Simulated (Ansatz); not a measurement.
## Eigenvalues along a path: Si2Mo (MoSi2 type)

```xyz
3
Lattice="-1.5950 1.5950 3.9102 1.5950 -1.5950 3.9102 1.5950 1.5950 -3.9102" Properties=species:S:1:pos:R:3 pbc="T T T"
Mo    0.0000    0.0000    0.0000
Si    0.0000    0.0000    2.6204
Si    0.0000    0.0000   -2.6204
```

The cell comes from a relaxation on PAW files under the same functional, begun from a prototype that needn't be the stable phase.

Computed with Ansatz 0.2.0; functional PBEsol, scalar-relativistic. Settings: a Γ-centred 14×14×14 k mesh, Fermi–Dirac smearing of 0.05 eV, no spin polarisation. Methods: LAPW: all electrons, basis error target 1 meV/atom.

Path points, in fractions of the reciprocal vectors: Γ (0.000, 0.000, 0.000), X (0.000, 0.000, 0.500), P (0.250, 0.250, 0.250), N (0.000, 0.500, 0.000), M (0.500, 0.500, -0.500), S (0.292, 0.708, -0.292), S0 (-0.292, 0.292, 0.292). The distance column jumps between branches of the path. Levels in eV from the Fermi level; bands 18 to 27, counted from the lowest band of the run. The gap is zero, the pressure 0.08 GPa.

```
# k(1/Å) point b18 b19 b20 b21 b22 b23 b24 b25 b26 b27
0.000 Γ -13.51 -6.48 -3.41 -3.15 -2.65 -2.65 0.37 3.13 3.22 3.54
0.199 - -13.35 -6.34 -3.97 -3.10 -3.06 -2.04 -0.23 2.74 3.37 3.44
0.398 - -12.88 -5.96 -4.62 -3.93 -2.96 -1.49 -1.42 2.29 3.37 3.75
0.597 - -12.15 -5.60 -5.07 -4.87 -2.69 -2.56 -1.42 2.58 3.43 3.76
0.796 - -11.21 -5.75 -5.67 -5.30 -2.83 -2.31 -1.90 3.09 3.22 3.55
0.995 - -10.21 -6.27 -6.17 -5.34 -2.87 -2.47 -1.85 2.36 3.06 3.45
1.194 - -9.46 -6.64 -6.13 -5.25 -3.68 -2.93 -1.42 2.53 2.56 3.28
1.393 X -9.21 -6.76 -5.70 -5.19 -4.49 -3.12 -1.23 2.33 2.76 3.17
1.450 - -9.20 -6.75 -5.72 -5.31 -4.35 -3.09 -1.26 2.33 2.47 3.38
1.508 - -9.19 -6.73 -5.78 -5.53 -4.05 -3.01 -1.32 2.01 2.33 3.43
1.565 - -9.17 -6.68 -5.87 -5.75 -3.71 -2.87 -1.43 1.53 2.33 3.51
1.622 - -9.15 -6.61 -5.98 -5.93 -3.36 -2.71 -1.57 1.08 2.33 3.61
1.680 - -9.13 -6.53 -6.10 -6.07 -3.05 -2.52 -1.73 0.69 2.33 3.74
1.737 - -9.12 -6.44 -6.22 -6.16 -2.82 -2.32 -1.92 0.41 2.33 3.88
1.794 P -9.12 -6.33 -6.33 -6.19 -2.74 -2.12 -2.12 0.31 2.33 4.03
1.935 - -9.13 -7.11 -6.29 -5.33 -2.67 -2.35 -2.06 0.37 2.20 3.78
2.076 - -9.19 -7.86 -6.14 -4.38 -2.89 -2.46 -1.94 0.38 2.09 3.48
2.217 - -9.27 -8.48 -5.89 -3.54 -3.49 -2.11 -1.85 0.35 2.15 3.35
2.357 - -9.37 -8.98 -5.53 -4.13 -2.91 -1.93 -1.65 0.65 2.24 3.53
2.498 - -9.46 -9.34 -5.11 -4.61 -2.68 -2.17 -1.15 1.42 2.29 4.06
2.639 - -9.56 -9.53 -4.92 -4.72 -2.64 -2.47 -0.71 2.24 2.52 4.30
2.779 N -9.64 -9.55 -5.03 -4.54 -2.64 -2.62 -0.53 2.27 3.12 4.14
2.931 - -10.50 -8.68 -5.05 -4.44 -2.56 -2.54 -0.69 2.10 3.30 3.56
3.083 - -11.34 -7.81 -5.13 -4.11 -2.38 -2.32 -1.06 1.74 2.87 3.69
3.235 - -12.08 -7.08 -5.16 -3.66 -2.22 -2.06 -1.36 1.51 2.37 4.07
3.387 - -12.69 -6.62 -4.94 -3.30 -2.16 -2.16 -1.11 1.63 2.22 4.30
3.539 - -13.14 -6.48 -4.40 -3.15 -2.41 -2.24 -0.53 2.14 2.48 3.90
3.691 - -13.42 -6.47 -3.77 -3.14 -2.59 -2.46 0.08 2.81 3.08 3.37
3.843 Γ -13.51 -6.48 -3.41 -3.15 -2.65 -2.65 0.37 3.13 3.22 3.54
3.958 - -13.46 -6.71 -3.20 -3.18 -2.61 -2.61 0.38 2.76 3.23 3.28
4.072 - -13.29 -7.26 -3.25 -2.74 -2.47 -2.47 0.40 2.20 2.71 2.71
4.187 - -13.03 -7.93 -3.36 -2.32 -2.25 -2.25 0.42 1.98 2.05 2.05
4.302 - -12.67 -8.63 -3.46 -2.12 -1.93 -1.93 0.45 1.37 1.37 2.23
4.417 - -12.25 -9.32 -3.55 -2.14 -1.54 -1.54 0.48 0.70 0.70 2.93
4.532 - -11.82 -9.90 -3.61 -2.21 -1.08 -1.08 0.06 0.06 0.50 3.89
4.646 M -11.59 -10.18 -3.63 -2.25 -0.60 -0.60 -0.47 -0.47 0.51 4.75
4.764 - -11.56 -10.12 -3.69 -2.38 -0.69 -0.66 -0.58 -0.45 0.68 4.85
4.881 - -11.44 -9.95 -3.99 -2.59 -1.03 -0.93 -0.54 -0.33 1.04 5.13
4.998 - -11.26 -9.67 -4.64 -2.64 -1.43 -1.25 -0.47 -0.10 1.46 4.84
5.116 - -11.00 -9.30 -5.48 -2.58 -1.80 -1.58 -0.40 0.24 1.92 4.02
5.233 - -10.67 -8.92 -6.33 -2.54 -2.12 -1.89 -0.34 0.66 2.44 3.38
5.350 - -10.26 -8.70 -6.92 -2.62 -2.37 -2.14 -0.34 1.12 3.02 3.02
5.467 S -9.79 -9.01 -6.88 -2.86 -2.52 -2.32 -0.43 1.52 2.99 3.67
6.335 S0 -9.79 -9.01 -6.88 -2.86 -2.52 -2.32 -0.43 1.52 2.99 3.67
6.499 - -9.98 -9.01 -6.15 -3.39 -2.57 -2.44 -0.72 1.86 3.28 3.65
6.663 - -10.97 -8.11 -5.34 -3.94 -2.42 -2.41 -1.15 1.91 2.90 3.51
6.827 - -11.84 -7.11 -5.21 -3.84 -2.33 -2.03 -1.63 1.70 2.40 3.79
6.991 - -12.55 -6.03 -5.66 -3.34 -2.25 -2.05 -1.47 1.68 2.22 4.09
7.156 - -13.08 -6.10 -4.93 -3.12 -2.38 -2.26 -0.75 2.18 2.39 4.14
7.320 - -13.40 -6.38 -3.94 -3.13 -2.58 -2.44 -0.01 2.85 3.00 3.42
7.484 Γ -13.51 -6.48 -3.41 -3.15 -2.65 -2.65 0.37 3.13 3.22 3.54
```
